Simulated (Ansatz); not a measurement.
Here is the system:

ZnCu:
```
CELL_PARAMETERS angstrom
      2.86945     0.00000     0.00000
      0.00000     2.86945     0.00000
      0.00000     0.00000     2.86945
ATOMIC_POSITIONS crystal
  Zn 0.50000 0.50000 0.50000
  Cu 0.00000 0.00000 0.00000
```

This is the LDA-relaxed structure.

All from LDA (plane waves, PAW; program Ansatz), unless another level is named. Give the bulk modulus (Birch–Murnaghan fit).

1550 kbar.

Next, the elastic constants (relaxed ions, GPa)?

C11 = 157, C12 = 153, C44 = 106.

Next, the highest zone-centre frequency?

218 cm^-1.

Space group Pm-3m (CsCl type). Symmetry was held in the LDA relaxation; of distortions, only those at the zone centre were tested. No spin polarisation was allowed. As this level gives no gap, shear constants depend on the k-mesh and smearing (Fermi–Dirac, 0.1 eV here). As this level gives no gap, phonon frequencies hold no LO–TO term and depend on the k-mesh and smearing (Fermi–Dirac, 0.1 eV here).

Potentials: the later of the program's two PAW sets.
